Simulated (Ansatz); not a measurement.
InAs (zinc blende, F-43m) at seven volumes, plane-wave PAW r²SCAN (Ansatz code), scaled uniformly. One row is withheld.

| V (Å³/atom) | P (GPa) |
|---|---|
| 25.916 | 6.79 |
| 26.770 | 4.13 |
| 27.624 | 1.89 |
| 28.479 | 0.00 |
| 29.333 | -1.54 |
| 30.187 | -2.88 |
| 31.042 | ? |

Problem. Fit the shown pressures and predict the withheld one.

Solution. P = (3/2)B₀(x^(7/2) − x^(5/2))[1 + (3/4)(B′ − 4)(x − 1)] with x = (V₀/V)^(2/3). Least squares on the six rows gives V₀ = 28.486 Å³/atom, B₀ = 57.1 GPa, B′ = 4.86. At V = 31.042, x = 0.9443 and P = -3.98 GPa. The run itself gave -4.01 GPa.

The r²SCAN relaxation kept the symmetry of its start.

Potentials: the earlier of the program's two PAW sets.
